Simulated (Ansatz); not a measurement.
C:
```xyz
4
Lattice="-2.0525 2.0525 2.0525 2.0525 -2.0525 2.0525 2.0525 2.0525 -2.0525" Properties=species:S:1:pos:R:3 pbc="T T T"
C      1.5394     0.5131    -0.5131
C      0.5131    -0.5131     1.5394
C     -0.5131     1.5394     0.5131
C      0.5131     0.5131     0.5131
```

This is the r²SCAN-relaxed structure.

Task: All from plane-wave PAW r²SCAN (Ansatz code), unless another level is named. Estimate the electronic character.

Result: metallic (no gap).

Task: And the density of states at the Fermi level?

Result: 0.61 states/eV per atom (mean over ±0.08 eV).

Space group I4_132. The start of the workflow was typed in or built on a structure type; neither database checked (COD, Materials Project) lists it. It is not the phase usual at ambient conditions (space group No. 194, 227). The cell was relaxed with r²SCAN under the symmetry of its start. At this level the phase is mechanically unstable.

Potentials: the later of the program's two PAW sets.
